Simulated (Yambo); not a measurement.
G0W0@LDA for SrCuSeF (space group P4/nmm, No. 129) in Yambo. Reference settings: 4×4×1 Γ-centred k mesh, bands 19 to 187 and a 6 Ry block in the screening, 187 bands in G with the Bruneval-Gonze terminator, plasmon pole fitted at 27.2 eV. The LDA gap Γ → Γ on this mesh is 0.97 eV; G0W0 gaps are taken between the same points.

Gap (Γ → Γ) in eV against the number of bands and the screening block, terminator on:

```csv
bands (W and G),2 Ry,3 Ry,4 Ry,5 Ry,6 Ry
71,3.259,3.090,2.927,2.895,2.853
92,2.885,2.714,2.551,2.521,2.480
119,2.728,2.553,2.391,2.365,2.329
153,2.651,2.468,2.310,2.288,2.254
187,2.614,2.425,2.269,2.249,2.219
```

Rough cost of the Yambo step against the reference (shared machines):

| bands (W and G) | 2 Ry | 3 Ry | 4 Ry | 5 Ry | 6 Ry |
|---|---|---|---|---|---|
| 71 | 1/5 | 1/5 | 1/4 | 1/4 | 1/4 |
| 92 | 1/3 | 1/3 | 1/3 | 1/3 | 1/3 |
| 119 | 1/2 | 1/2 | 1/2 | ~1 | ~1 |
| 153 | ~1 | ~1 | ~1 | ~1 | ~1 |
| 187 | ~1 | ~1 | ~1 | ~1 | 1 |

At the largest block the last step in bands moves the gap by -0.035 eV; at the most bands the last step in the block moves it by -0.030 eV.

Spin-orbit splittings are left out. The filled Cu 3d shell has no Hubbard U; semilocal functionals place it too high.

The standard potential for Se keeps a d shell in the valence without the s and p states of that shell. In tests on such compounds this moved G0W0 gaps by up to about 0.9 eV, so absolute quasiparticle energies here are unreliable; differences between settings are what counts.

Geometry of the Materials Project entry, not relaxed at this level; primitive cell a = b = 4.0938 Å, c = 8.9012 Å, α = β = γ = 90.00°.
